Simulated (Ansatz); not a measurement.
How far is PAW off for LuPb2?

```xyz
3
Lattice="-1.8592 1.8592 6.5818 1.8592 -1.8592 6.5818 1.8592 1.8592 -6.5818" Properties=species:S:1:pos:R:3 pbc="T T T"
Lu    0.0000    0.0000    0.0000
Pb    0.0000    0.0000    4.3835
Pb    0.0000    0.0000    8.7801
```

Atom numbers follow the list: Lu1, Pb2, Pb3.

The geometry is COD entry 1522501, unchecked; take it as a test cell. The listed cell was then made from it by scaling, straining or moving an atom.

No spin–orbit coupling, which matters for the heavy atoms here.

Levels of theory: DFT, PBEsol, PAW with Ansatz's default frozen-core files, scalar-relativistic (Ansatz 0.2.0); DFT, PBEsol, all-electron PAW with datasets made for the crystal, scalar-relativistic (Ansatz 0.2.0); DFT, PBEsol, all-electron LAPW, scalar-relativistic (Ansatz 0.2.0).

For PAW: a Γ-centred 12×12×12 k mesh, Fermi–Dirac smearing of 0.05 eV, cutoff 420 eV, no spin polarisation; the PAW files were made with PBE, and the program remakes their frozen cores for this functional. The crystal-made all-electron datasets (AE datasets) take a cutoff of 340 eV at this cell. LAPW targets a basis error of 1 meV/atom. The Ansatz runs share mesh, smearing and spin set-up. Plane-wave (PAW) pressures include the program's estimate of the Pulay term.

Stress and pressure are positive in compression.

The change that made this cell: volume scaled by 1.01.

```tsv
quantity	PAW	AE datasets	LAPW
pressure (GPa)	-4.05	-4.04	-4.04
stress xx (GPa)	-3.75	-3.75	-3.74
stress zz (GPa)	-4.65	-4.64	-4.64
force on Pb2, z (eV/Å)	0.348	0.348	0.348
```

PAW's pressure differs from the LAPW value by about 0.01 GPa or less. Datasets made for the crystal and LAPW share parts of one code, so their agreement isn't an independent check.
